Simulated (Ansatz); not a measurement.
ScGa:
Space group Cmcm (No. 63); a = 4.048 Å, b = 10.170 Å, c = 3.869 Å, α = 90.00°, β = 90.00°, γ = 90.00°

```
atom  site  symmetry       x       y       z
----  ----  --------  ------  ------  ------
Sc      4c       m2m  0.0000  0.1378  0.2500
Ga      4c       m2m  0.0000  0.4194  0.2500
```
(The calculation used a cell of 4 atoms; values per cell refer to that cell.)

Relaxed at zero pressure with the program Ansatz at the r²SCAN level (PAW).

Question: The volume is lowered by 6 % and shape and atoms relax at that volume. What pressure results, and how do the axes share the change?

Answer: 5.8 GPa; a -2.5 %, b -1.7 %, c -2.0 %; the energy rises by 20 meV/atom.

Question: Give the new structure.

Answer: 
Space group Cmcm (No. 63); a = 3.9488 Å, b = 9.9966 Å, c = 3.7930 Å, α = 90.00°, β = 90.00°, γ = 90.00°

```
atom  site  symmetry       x       y       z
----  ----  --------  ------  ------  ------
Sc      4c       m2m  0.0000  0.1394  0.2500
Ga      4c       m2m  0.0000  0.4191  0.2500
```

The phase is kept; no other phase was compared at this pressure.

The workflow started from an entry of the Crystallography Open Database (COD). Its standing as an ambient phase is unchecked. Symmetry was held in the r²SCAN relaxation; whether a distortion lowers the energy is not shown. The run is not spin-polarised. Axis ratios of metals converge slowly with the k-mesh, so a and c are less sure than the volume.

Potentials: the later of the program's two PAW sets.
